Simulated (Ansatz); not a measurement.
A relaxed cell of Cd3SeS2 is given with its symmetry left out. The cell was found from a structure generator's guess, not taken from experiment.

These are results of Ansatz 0.2.0, DFT PBE, scalar-relativistic, plane waves, PAW, not measurements. Cutoff 420 eV, Γ-centred mesh, Gaussian smearing, no spin polarisation.

```
CELL_PARAMETERS angstrom
4.25230 0.00000 0.00000
-2.12615 3.68260 0.00000
0.00000 0.00000 10.42849
ATOMIC_POSITIONS crystal
Cd 0.00000 0.00000 0.99097
Cd 0.33333 0.66667 0.66659
Cd 0.66667 0.33333 0.34292
Se 0.00000 0.00000 0.24786
S 0.33333 0.66667 0.91300
S 0.66667 0.33333 0.58866
```

Energies over the elements count from the elements' standard structures at the same level, with no fitted energy shifts.

(1) Find its symmetry and describe it.

(2) How far does it lie from the elements in energy?

(3) Is it a metal?

## Answers

(1) P3m1 (No. 156), with Se and S ordered on zinc blende sites. Conventional cell: a = 4.252 Å, c = 10.428 Å. Around Cd on its first site lie 3 S at 2.59 Å and 1 Se at 2.68 Å; around Cd on its second site lie 4 S at 2.57–2.59 Å; around Se lie 4 Cd at 2.65–2.68 Å; S on its first site has 4 Cd at 2.57–2.59 Å; 2 more sites not described.

(2) −0.642 eV/atom. It lies below the elements, which doesn't yet make it stable against other compounds or structures.

(3) No, the gap on the 6×6×4 mesh is 0.66 eV.

The last run used a 6×6×4 mesh (in the run's order of axes) for its 6-atom cell and Gaussian smearing of 0.02 eV. Kohn–Sham gaps at this level usually fall short of measured ones. The reference forms of S and Se are held partly by dispersion forces, which this level lacks. A structure relaxed within its symmetry needn't be a true minimum.
